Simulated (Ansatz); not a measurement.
From the elastic tensor of Ge to moduli and sound speeds

Theory: DFT PBE, scalar-relativistic, plane waves, PAW (Ansatz). Cutoff 420 eV, 20×20×20 k-points (Γ-centred), Fermi-Dirac smearing of 0.15 eV. No spin polarisation.

Space group Fd-3m (No. 227), cubic, a = 5.763 Å. Ge has 4 Ge at 2.50 Å.

The cell has the diamond type, in a space group that the Crystallography Open Database lists for this formula; it was reached from a generator's guess. In a metal, frequencies and elastic constants depend on the k mesh and the smearing, soft modes and shear constants most.

Relaxed-ion constants (GPa, on the Cartesian axes of the calculation):
```
121.5  16.9  36.6   0.0   0.0   0.0
 16.9 121.5  36.6   0.0   0.0   0.0
 36.6  36.6 101.8   0.0   0.0   0.0
  0.0   0.0   0.0  52.2   0.0   0.0
  0.0   0.0   0.0   0.0  52.2   0.0
  0.0   0.0   0.0   0.0   0.0  32.6
```

Density 5.040 g/cm³; 2 atoms in 47.86 Å³.

With S = C⁻¹: B_V = (C11+C22+C33+2(C12+C13+C23))/9, G_V = (C11+C22+C33−C12−C13−C23+3(C44+C55+C66))/15, 1/B_R = S11+S22+S33+2(S12+S13+S23), 15/G_R = 4(S11+S22+S33−S12−S13−S23)+3(S44+S55+S66); Hill is their mean. Then v_l = √((B+4G/3)/ρ), v_t = √(G/ρ), v_m = [(2/v_t³+1/v_l³)/3]^(−1/3) and Θ = (ħ/k_B)·v_m·(6π²n/V)^(1/3) for n atoms in the volume V; E = 9BG/(3B+G), ν = (3B−2G)/(2(3B+G)) and A^U = 5G_V/G_R + B_V/B_R − 6.

| Property | Result |
| --- | --- |
| Bulk modulus, Voigt / Reuss / Hill | 58.3 / 58.3 / 58.3 GPa |
| Shear modulus, Voigt / Reuss / Hill | 44.4 / 42.1 / 43.3 GPa |
| Young's modulus | 104 GPa |
| Poisson ratio | 0.203 |
| Pugh ratio B/G | 1.35 (under 1.75, the rule of thumb for brittle) |
| Universal anisotropy index | 0.27 |
| Longitudinal and transverse sound speeds | 4798 and 2930 m/s |
| Debye temperature from the mean sound speed | 334 K |
